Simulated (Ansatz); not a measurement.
### Question
Name crystals whose computed values (DFT-HSE06 in the program Ansatz with PAW potentials) fall in these windows: B₀ by P(V) fit (GPa) 15 to 19; gap (eV) 5.5 to 7.7.

### Answer


```csv
crystal,B₀ by P(V) fit (GPa),gap (eV)
"KCl, rock salt",17.2,6.41
"RbCl, rock salt",15.0,6.18
```
Others may fit too.

All cells were relaxed under the symmetry of their starts (and spin orders); stability against distortions was not tested throughout. Spin–orbit coupling is left out wherever it is not named.

Potentials: the later of the program's two PAW sets.
